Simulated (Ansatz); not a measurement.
**W (Fm-3m), clamped-ion strain scan**

Computed with DFT r2SCAN, scalar-relativistic, plane waves, PAW (Ansatz). Cutoff 500 eV, Γ-centred 20×20×20 k-points, Gaussian smearing of 0.15 eV. Spin–orbit coupling is left out, which can shift energies with elements as heavy as these. No spin polarisation. Energies are free energies at this smearing, counted from the undisturbed cell; pressure is positive in compression.

Zero of the scan (as given, not relaxed at this level; it stands at -8.8 GPa; this fcc form isn't the usual structure):

```
W
1.0
     0.00000    2.03000    2.03000
     2.03000    0.00000    2.03000
     2.03000    2.03000    0.00000
W
1
Direct
  0.00000 0.00000 0.00000
```

The cell is strained by ε times the Voigt pattern (0, 1, 0, 0, 0, 0) (xx, yy, zz, yz, xz, xy; engineering shear) with fractional coordinates fixed. The cell is metallic on the mesh throughout. At -9 GPa the given cell is far from its own equilibrium, so these figures belong to a strongly strained crystal.

| ε | ΔE (meV/atom) |
| --- | --- |
| -0.1000 | -67.1 |
| -0.0750 | -62.9 |
| -0.0500 | -47.1 |
| -0.0250 | -24.3 |
| 0.0000 | 0.0 |
| 0.0250 | 22.6 |
| 0.0500 | 49.6 |
| 0.0750 | 84.7 |
| 0.0875 | 105.7 |
| 0.1000 | 129.7 |

Predict the pressure (GPa) at each point.

| ε | pressure (GPa) |
| --- | --- |
| -0.1000 | 25.1 |
| -0.0750 | 15.0 |
| -0.0500 | 6.1 |
| -0.0250 | -1.8 |
| 0.0000 | -8.8 |
| 0.0250 | -15.0 |
| 0.0500 | -20.5 |
| 0.0750 | -25.3 |
| 0.0875 | -27.4 |
| 0.1000 | -29.5 |